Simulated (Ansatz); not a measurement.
**Relaxing a structure of Al2O3**

The start is a generated trial cell of Al2O3 in the AFLOW prototype A3B2_hR5_155_e_c (D5_e, as in Ni3S2). The structure is fully relaxed (lattice and positions, P = 0) with r2SCAN (plane waves to 500 eV, PAW, scalar-relativistic; Ansatz, a first-principles code). The first steps use a 9×9×9 k-mesh.

Input geometry:
```
CELL_PARAMETERS angstrom
      2.46160     1.42121     2.03652
     -2.46160     1.42121     2.03652
      0.00000    -2.84241     2.03652
ATOMIC_POSITIONS crystal
  O  0.24490 0.75510 0.50000
  O  0.50000 0.24490 0.75510
  O  0.75510 0.50000 0.24490
  Al 0.25210 0.25210 0.25210
  Al 0.74790 0.74790 0.74790
```

What pressure does the first self-consistent step give?

+21.2 GPa (positive: the cell is compressed).

How does the volume change?

+4.2 %, from 8.55 to 8.91 Å³/atom.

What does it relax into? Give the structure.


```cif
data_Al6O9
_chemical_formula_sum 'O9 Al6'
_space_group_name_H-M_alt 'R32 :H'
_space_group_IT_number 155
_space_group_name_Hall 'R 3 2"'
_cell_length_a 4.66526
_cell_length_b 4.66526
_cell_length_c 7.09188
_cell_angle_alpha 90.000
_cell_angle_beta 90.000
_cell_angle_gamma 120.000
loop_
_atom_site_label
_atom_site_type_symbol
_atom_site_symmetry_multiplicity
_atom_site_Wyckoff_symbol
_atom_site_fract_x
_atom_site_fract_y
_atom_site_fract_z
_atom_site_occupancy
O1 O 9 e 0.30323 0.30323 0.50000 1
Al1 Al 6 c 0.00000 0.00000 0.29996 1
```
(The calculation used a cell of 5 atoms; values per cell refer to that cell.)

The space group stays R32 (No. 155) (the run could not lower it), with 5 atoms in the primitive cell. No spin polarisation in the result.

The run could not lose the symmetry of its start; a randomly shaken copy of 10 atoms returns to this structure.

The relaxed structure here is a generated cell of Al2O3: the first start was made by placing the elements on the sites of a structure type, and the end was not matched to a known phase here, so it may be hypothetical. Known forms of Al2O3 include space group No. 167.
